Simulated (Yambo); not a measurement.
Rb₂SiF₆ (space group Fm-3m, No. 225): one transition space (4×4×4 mesh, 17 valence and 7 conduction bands, Tamm-Dancoff) with different kernels in Yambo, on PBEsol orbitals; field along x. BSE alone uses the static screening with 85 bands and a 3 Ry block; its scissor and those of RPA and TDDFT come from G0W0, that of the TDHF-type run from bare exchange.

```json
[
 {"kernel": "BSE (screened electron-hole attraction)", "scissor (eV)": "4.14", "direct gap with it (eV)": "11.53", "lowest state (eV)": "9.86 (dark)", "rough cost": "1 (with the screening)"},
 {"kernel": "TDHF-type (unscreened attraction, exchange-only scissor)", "scissor (eV)": "12.25", "direct gap with it (eV)": "19.65", "lowest state (eV)": "15.18 (dark)", "rough cost": "within a factor of two"},
 {"kernel": "RPA (no attraction)", "scissor (eV)": "4.14", "direct gap with it (eV)": "11.53", "lowest state (eV)": "11.53 (dark)", "rough cost": "within a factor of two"}
]
```

Costs are rough.

RPA leaves the lowest state at the direct gap: no bound exciton. These are vertical excitations (zero momentum). Spin singlets only. Strong means a line over 3 % of the spectrum's maximum, dark under 0.03 %. Absolute energies carry the error of the G0W0 scissor, whose convergence isn't established. Convergence of the binding with the mesh was not shown.

Geometry of the Materials Project entry, not relaxed at this level; primitive cell a = 5.907 Å, b = 5.907 Å, c = 5.907 Å, α = 60.00°, β = 60.00°, γ = 60.00°.

The structure is a Materials Project entry; no match was found in the copy of COD used, and its stability was not checked.
